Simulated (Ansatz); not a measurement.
Computed properties of FeGe$_{2}$

FeGe2:
```cif
data_FeGe2
_chemical_formula_sum 'Fe1 Ge2'
_space_group_name_H-M_alt 'P 1'
_space_group_IT_number 1
_cell_length_a 4.58384
_cell_length_b 4.58384
_cell_length_c 2.62404
_cell_angle_alpha 90.000
_cell_angle_beta 90.000
_cell_angle_gamma 120.000
loop_
_space_group_symop_operation_xyz
  'x, y, z'
loop_
_atom_site_label
_atom_site_type_symbol
_atom_site_fract_x
_atom_site_fract_y
_atom_site_fract_z
_atom_site_occupancy
Fe1 Fe 0.00000 0.00000 0.00000 1
Ge1 Ge 0.33333 0.66667 0.50000 1
Ge2 Ge 0.66667 0.33333 0.50000 1
```
The run is spin-polarised; directions of the spins, atom by atom: ↑ 0 0.

Space group P6/mmm (No. 191); conventional cell a = 4.5838 Å, b = 4.5838 Å, c = 2.6240 Å, α = 90.00°, β = 90.00°, γ = 120.00°.

Method: PBE (plane waves, PAW; program Ansatz). The cell and atoms are relaxed at this level. Other levels are named where they apply.

**Cell and energy**

```json
{
 "volume_per_atom": "15.92 Å³",
 "density": "6.99 g/cm³",
 "Formation energy from the elements (no fitted shifts)": "0.43 eV/atom"
}
```

**Electronic structure**

```json
{
 "electronic_character": "metallic (no gap)",
 "Density of states at the Fermi level": "0.76 states/eV per atom (mean over ±0.08 eV)"
}
```

**Magnetism**

```json
{
  "magnetic_order": "ferromagnetic",
  "net_moment": "0.92 μB per atom"
}
```

**Mechanics**

```json
{
  "Bulk modulus (Birch–Murnaghan fit)": "85.7 GPa",
  "Pressure derivative B′": "4.2"
}
```

A made-up cell: these elements were put on the sites of a structure type; neither database checked (COD, Materials Project) lists it. Its standing as an ambient phase is unchecked. Symmetry was held in the PBE relaxation; whether a distortion lowers the energy is not shown. Magnetic state: ferromagnetic, chosen from 5 collinear starts compared on coarse meshes (ties went to the first, and starts can fall back to one state), not a proven ground state. The references are the lowest solids computed at this level, not always the standard phases. Scalar-relativistic: spin–orbit coupling is off unless named, which matters more the heavier the elements.

Potentials: the later of the program's two PAW sets.
